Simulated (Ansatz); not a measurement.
2 distorted cells of PtC, built from an hcp lattice with alternating layers. Level of theory: DFT, PBE, all-electron full-potential LAPW, scalar-relativistic, point nucleus (Ansatz). k-points 3×3×2 (shift 0.0, 0.0, 0.5 mesh steps), Fermi–Dirac smearing of 0.15 eV. The mesh is coarse, so the numbers hold for this sampling and aren't converged over the zone. For a metal, stress, forces and moments on so few k-points can be far from the converged ones. The run is spin-unpolarised.

Problem. Rank the cells by free energy an atom on this mesh, lowest first.
A.
16.37 Å³ an atom
```yaml
crystal:
  lattice:
    - [2.93964, -0.08337, 0.01227]
    - [-1.54202, 2.44866, -0.01861]
    - [0.02004, -0.02352, 4.63204]
  atoms:
    - { symbol: Pt, position: [0.92381, 0.10834, 0.42934] }
    - { symbol: C, position: [0.27769, 0.80487, 0.92824] }
```
B.
13.59 Å³ an atom
```yaml
crystal:
  lattice:
    - [2.67823, 0.01101, 0.08809]
    - [-1.32958, 2.29221, -0.05457]
    - [0.14385, -0.01984, 4.42251]
  atoms:
    - { symbol: Pt, position: [0.73195, 0.02374, 0.19295] }
    - { symbol: C, position: [0.98531, 0.48263, 0.55485] }
```

Solution. B (lowest), A (+0.82 eV an atom).

From the lowest up, pressure and r.m.s. force: 17.8 GPa, 1.82 eV/Å; -21.3 GPa, 0.10 eV/Å.
